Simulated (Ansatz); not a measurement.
Mn3PdN (anti-perovskite, Pm-3m) at seven volumes, r²SCAN (plane waves, PAW; program Ansatz), scaled uniformly. One row is withheld.

```
V (Å³/atom)  P (GPa)
-----------  -------
11.595         16.04
11.978          9.94
12.360          4.35
12.742          0.00
13.124         -3.84
13.507             ?
13.889         -9.95
```

Question: Fit the shown pressures and predict the withheld one.

Answer: Third-order Birch–Murnaghan: P = (3/2)B₀(x^(7/2) − x^(5/2))[1 + (3/4)(B′ − 4)(x − 1)] with x = (V₀/V)^(2/3). Least squares on the six rows gives V₀ = 12.740 Å³/atom, B₀ = 139.0 GPa, B′ = 4.37. At V = 13.507, x = 0.9618 and P = -7.15 GPa. The run itself gave -7.35 GPa.

The workflow started from an entry of the Crystallography Open Database (COD). Its standing as an ambient phase is unchecked. Symmetry was held in the r²SCAN relaxation; whether a distortion lowers the energy is not shown. Spin order of the final state: ferromagnetic, the only order run, not a proven ground state. The program gave a warning on the electronic state, which may not be the lowest. No Hubbard U is applied.

Potentials: the later of the program's two PAW sets.
